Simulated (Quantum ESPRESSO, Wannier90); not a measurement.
**Tight-binding from DFT: TlI (CsCl type)**

```
TlI
1.0
    4.23821     0.00000     0.00000
    0.00000     4.23821     0.00000
    0.00000     0.00000     4.23821
Tl I
1 1
Direct
  0.00000   0.00000   0.00000
  0.50000   0.50000   0.50000
```

Structure: Materials Project mp-23197, symmetrised, not relaxed again. COD (Crystallography Open Database) has the formula in 2 space groups, this one among them (matched by group alone). Method: PBEsol plane waves in Quantum ESPRESSO 7.5 (PseudoDojo norm-conserving files, 56 Ry, spinors with spin-orbit coupling), Bloch states on a 6×6×6 mesh through Γ, Wannier90 4.0.1. Density: 8×8×8 mesh, Gaussian smearing 0.01 Ry.

Base run: 14 functions from bands 13-40 of the 40 computed, start hydrogen-like Tl: s;p; I: p, centres 0.05 Å off the atoms, frozen window up to 2.29 eV relative to the valence-band maximum, outer window open. Its settings: num_cg_steps = 5, trial_step = 2 and dis_mix_ratio = 0.5 (the program's defaults), conv_tol = 1.0e-6 over 4 steps, num_iter = 1000, dis_conv_tol = 1.0e-6, dis_num_iter = 1000. One of them is changed at a time.

| run | disentanglement steps | localisation steps | Ω_I (Å²) | Ω_total (Å²) | ended |
|---|---|---|---|---|---|
| base | 66 | 105 | 27.871 | 31.787 | converged |
| fixed_step = 2.0 | 66 | 1000 | 27.871 | 35.331 | step limit |
| num_cg_steps = 100 | 66 | 133 | 27.871 | 31.786 | converged |
| dis_mix_ratio = 1.0 | 22 | 466 | 27.871 | 31.791 | converged |
